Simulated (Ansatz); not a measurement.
The relaxed structure here is a generated cell of PbS: the first start was made by placing the elements on the sites of a structure type, and the end was not matched to a known phase here, so it may be hypothetical. Known forms of PbS include space group No. 225.

A relaxed structure of PbS. Space group I2₁3 (No. 199), AFLOW prototype AB_cI16_199_a_a (B_a). Level of theory: PBE (plane waves to 420 eV, PAW, scalar-relativistic; Ansatz, a program for electronic structure).

```xyz
8
Lattice="-3.6872 3.6872 3.6872 3.6872 -3.6872 3.6872 3.6872 3.6872 -3.6872" Properties=species:S:1:pos:R:3 pbc="T T T"
S      3.5655     3.5655     3.5655
S      0.1217     3.8088    -0.1217
S      3.8088    -0.1217     0.1217
S     -0.1217     0.1217     3.8088
Pb     1.9041     1.9041     1.9041
Pb     1.7831     5.4702    -1.7831
Pb     5.4702    -1.7831     1.7831
Pb    -1.7831     1.7831     5.4702
```

Q: Predict the band gap from PBE.

A: 0.38 eV, indirect (valence top at 67 % of the way from Γ to P, conduction bottom at 86 % of the way from Γ to H) (no spin-orbit coupling).

Q: Predict the smallest direct gap from PBE.

A: 0.66 eV at 20 % of the way from H to N.

No spin polarisation in the result. Spin-orbit coupling is missing; with elements this heavy it can move band edges by tenths of an eV or more.

The run could not lose the symmetry of its start: the end is stationary, and may be a saddle point rather than a minimum.
